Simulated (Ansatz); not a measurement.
WC: a sublattice moved along a line

Theory: DFT r2SCAN, scalar-relativistic, plane waves, PAW in Ansatz 0.2.0. Settings: plane waves to 500 eV, k-mesh 18×18×18 (Γ-centred), Gaussian smearing 0.15 eV. Spin–orbit coupling is left out, which can shift energies with elements as heavy as these. No spin polarisation. Energies are free energies at this smearing, counted from the undisturbed cell; pressure is positive in compression.

Reference structure (as given, not relaxed at this level; it stands at -5.2 GPa; this rock-salt form isn't the usual structure):

```
W C
1.0
     0.00000    2.19268    2.19268
     2.19268    0.00000    2.19268
     2.19268    2.19268    0.00000
W C
1 1
Cartesian
  0.0000 0.0000 0.0000
  2.1927 2.1927 2.1927
```

Every W atom is moved by x along the Cartesian unit vector (0.000, -0.707, -0.707); the cell and all other atoms stay fixed. The cell is metallic on the mesh throughout.

| x (Å) | ΔE (meV/cell) | force along x on the moved atoms (eV/Å) | pressure (GPa) |
| --- | --- | --- | --- |
| -0.5000 | ? | 4.98 | ? |
| -0.2500 | 209.6 | 1.83 | 4.6 |
| 0.0000 | 0.0 | 0.00 | -5.2 |
| 0.0625 | 10.4 | -0.35 | -4.6 |
| 0.1250 | 45.5 | -0.80 | -2.8 |
| 0.1875 | 111.4 | -1.32 | 0.3 |
| 0.3125 | 344.1 | -2.51 | 10.0 |
| 0.3750 | 526.9 | -3.36 | 16.5 |
| 0.4375 | ? | -4.05 | ? |

By symmetry 0.5000 repeats -0.5000, -0.3750 repeats 0.3750, 0.2500 repeats -0.2500, -0.1250 repeats 0.1250 in energy; the slope of the energy along the path changes sign there.

Question: Give the withheld values.

Answer: ΔE (meV/cell) at x (Å) = -0.5000: 1040.1; pressure (GPa) at x (Å) = -0.5000: 32.6; ΔE (meV/cell) at x (Å) = 0.4375: 760.1; pressure (GPa) at x (Å) = 0.4375: 24.1.